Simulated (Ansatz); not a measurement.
Relaxed-ion elastic tensor of IrW (CsCl type, space group No. 221) in GPa (Voigt order), the program Ansatz at the PBEsol level (PAW); density 20.53 g/cm³, 15.21 Å³ per atom.

```
-2.3   494   494   0.0   0.0   0.0
 494  -2.3   494   0.0   0.0   0.0
 494   494  -2.3   0.0   0.0   0.0
 0.0   0.0   0.0  97.0   0.0   0.0
 0.0   0.0   0.0   0.0  97.0   0.0
 0.0   0.0   0.0   0.0   0.0  97.0
```

Is the crystal mechanically stable?

No: the smallest eigenvalue of C is -496 GPa.

Space group Pm-3m (CsCl type). The start of the workflow was typed in or built on a structure type; neither database checked (COD, Materials Project) lists it. COD files the formula under space group No. 51. Its standing as an ambient phase is unchecked. The PBEsol relaxation kept the symmetry of its start. At this level the phase is dynamically unstable (imaginary phonons). The run is not spin-polarised. Its formation energy is positive at this level, so the cell may be metastable or incomplete. As this level gives no gap, shear constants depend on the k-mesh and smearing (Fermi–Dirac, 0.1 eV here). On the denser mesh and wider smearing of the elastic run this cell carries a stress of 0.3 GPa. Spin–orbit coupling is left out wherever it is not named.

Potentials: the later of the program's two PAW sets.
